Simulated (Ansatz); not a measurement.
InGa2N3: checking dH/dP = V

These are results of DFT PBE, scalar-relativistic, plane waves, PAW (Ansatz), not measurements. (420 eV cutoff, 6×6×6 k-mesh, Gaussian smearing of 0.02 eV, no spin polarisation)

The relaxed crystal:

```
CELL_PARAMETERS angstrom
5.01048 -2.89020 0.00000
5.01048 2.89020 0.00000
0.00000 0.00000 5.39806
ATOMIC_POSITIONS crystal
In 0.32537 0.67463 0.98980
In 0.67463 0.32537 0.48980
Ga 0.00702 0.33381 0.99259
Ga 0.66619 0.99298 0.99259
Ga 0.99298 0.66619 0.49259
Ga 0.33381 0.00702 0.49259
N 0.02640 0.33371 0.35902
N 0.66629 0.97360 0.35902
N 0.97360 0.66629 0.85902
N 0.33371 0.02640 0.85902
N 0.30777 0.69223 0.39498
N 0.69223 0.30777 0.89498
```

Cell and atoms were relaxed at each target pressure within the start's symmetry (Cmc2_1), at zero temperature; other phases can be more stable under pressure. H = E + PV with P the target; E is the free energy at the smearing used, whose derivative the pressure is, per atom and counted from zero pressure.

```tsv
P (GPa)	V (Å³/atom)	E − E0 (meV)	H − H0 (meV)
0	13.028	0.0	0.0
1	12.944	0.3	81.1
4	12.712	3.8	321.2
12	12.184	29.7	942.3
25	11.517	105.5	1902.5
```

Question: Thermodynamics gives dH/dP = V along a relaxed path. Integrate V over P by the trapezoid rule and compare with the computed enthalpies.

Answer: With 1 eV/Å³ = 160.22 GPa, each step adds the mean volume times ΔP / 160.22:
```tsv
P (GPa)	∫V dP (meV)	H − H0 (meV)	difference (meV)
1	81.1	81.1	0.0
4	321.3	321.2	0.0
12	942.8	942.3	0.5
25	1904.3	1902.5	1.8
```

V(P) curves upward, so the trapezoid rule runs high; integrating a smooth curve through the same points (P as a polynomial of degree 4 in ln V) puts that excess at about 2.0 meV at 25 GPa, against the 1.8 meV found.

Question: At 25 GPa, how much of the enthalpy change is stored energy and how much is the PV term?

Answer: E rises by 106 meV/atom and PV is 25 × 11.517 / 160.22 = 1797 meV/atom, so PV makes 94 % of ΔH. So between rival structures at high pressure a small difference in volume can outweigh the difference in energy: 1 % of this volume is worth 18.0 meV/atom at this pressure.

Question: What bulk modulus do the lowest pressures give?

Answer: From the pressures that the runs reached, -1.02 GPa (13.117 Å³) and 1.02 GPa (12.944 Å³), B = −ΔP/Δln V = 2.04 / 0.0133 = 154 GPa, a mean over that range.

Question: The gap is 0.840 eV at -1.02 GPa and 0.908 eV at 1.02 GPa. What pressure coefficient and volume deformation potential follow?

Answer: dE_g/dP = 33.1 meV/GPa, and a_V = dE_g/d ln V = −B dE_g/dP = -5.08 eV. A gap that opens under pressure, with a_V of several eV below zero, is what an s-like antibonding conduction edge gives, since compression pushes it up. If the edges move to other points of the zone within the range, this is a mean of two slopes. Gaps are Kohn–Sham gaps over the whole zone.